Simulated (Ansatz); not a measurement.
# SnO2 (rutile), scan of one atom of the cell

SnO2 (rutile)

```
CELL_PARAMETERS angstrom
      4.76854     0.00000     0.00000
      0.00000     4.76854     0.00000
      0.00000     0.00000     3.21140
ATOMIC_POSITIONS crystal
  Sn 0.00000 0.00000 0.00000
  Sn 0.50000 0.50000 0.50000
  O  0.30630 0.30630 0.00000
  O  0.80630 0.19370 0.50000
  O  0.19370 0.80630 0.50000
  O  0.69370 0.69370 0.00000
```

Scan: atom 5 (O, nearest neighbour Sn at 2.066 Å; its periodic images, 3.2 Å or more away, move with it) is displaced along Cartesian x, direction (1.000, 0.000, 0.000) in Cartesian axes, by s. The other atoms stay.

These are PBEsol (plane waves to 420 eV, PAW, scalar-relativistic; Ansatz, an electronic-structure program) values and carry that method's errors. k mesh 6×6×8 (Γ-centred), Fermi-Dirac smearing 0.05 eV. Energies are smeared free energies. Stress and pressure are positive under compression. F∥ is the force on the atom along that direction. F⊥ is the part of the force across the line. SnO2 was relaxed with its symmetry unable to fall. The PAW data are Ansatz's earlier set. The zero of ΔE is the undisplaced structure.

```json
[
 {"s (Å)": "-0.410", "ΔE (meV/cell)": "937", "|F⊥| (eV/Å)": "3.366", "P (GPa)": "6.7", "F∥ (eV/Å)": "4.213"},
 {"s (Å)": "-0.328", "ΔE (meV/cell)": "618", "|F⊥| (eV/Å)": "2.723", "P (GPa)": "4.8", "F∥ (eV/Å)": "3.550"},
 {"s (Å)": "-0.246", "ΔE (meV/cell)": "358", "|F⊥| (eV/Å)": "2.071", "P (GPa)": "3.1", "F∥ (eV/Å)": "2.789"},
 {"s (Å)": "-0.164", "ΔE (meV/cell)": "163", "|F⊥| (eV/Å)": "1.408", "P (GPa)": "1.7", "F∥ (eV/Å)": "1.939"},
 {"s (Å)": "-0.082", "ΔE (meV/cell)": "42", "|F⊥| (eV/Å)": "0.725", "P (GPa)": "0.7", "F∥ (eV/Å)": "1.008"},
 {"s (Å)": "0.000", "ΔE (meV/cell)": "0", "|F⊥| (eV/Å)": "0.000", "P (GPa)": "0.0", "F∥ (eV/Å)": "0.000"},
 {"s (Å)": "0.082", "ΔE (meV/cell)": "44", "|F⊥| (eV/Å)": "0.794", "P (GPa)": "-0.2", "F∥ (eV/Å)": "-1.078"},
 {"s (Å)": "0.164", "ΔE (meV/cell)": "179", "|F⊥| (eV/Å)": "1.697", "P (GPa)": "0.1", "F∥ (eV/Å)": "-2.227"},
 {"s (Å)": "0.246", "ΔE (meV/cell)": "411", "|F⊥| (eV/Å)": "2.755", "P (GPa)": "1.0", "F∥ (eV/Å)": "-3.445"},
 {"s (Å)": "0.328", "ΔE (meV/cell)": "746", "|F⊥| (eV/Å)": "4.023", "P (GPa)": "2.5", "F∥ (eV/Å)": "-4.735"},
 {"s (Å)": "0.410", "ΔE (meV/cell)": "1189", "|F⊥| (eV/Å)": "5.558", "P (GPa)": "4.6", "F∥ (eV/Å)": "-6.090"}
]
```

Derived quantities:

```
Item                                                                                                                                                   Result
--------------------------------------------------------  ---------------------------------------------------------------------------------------------------
Energy at s = 0.410 Å                                                                                                                           1189 meV/cell
Force along the line at s = -0.410 Å                                                                                                                4.21 eV/Å
Symmetry of the curve                                                                                     not even: the positive side lies higher at ±0.410 Å
Shape of the curve                                                                             a single well with its minimum at or next to zero displacement
Force constant k = d²E/ds² at s = 0 (finite differences)                                                                                           12.7 eV/Å²
Harmonic estimate at the end of the scan                  ½ks² = 1069 meV/cell against the computed 1189 meV/cell, so the well is stiffer than harmonic there
```

The 11 points together took around 6 core-minutes (rough).

(For displaced atoms, the force is minus the slope of the energy, and its curvature is a force constant, which sets phonon frequencies.)
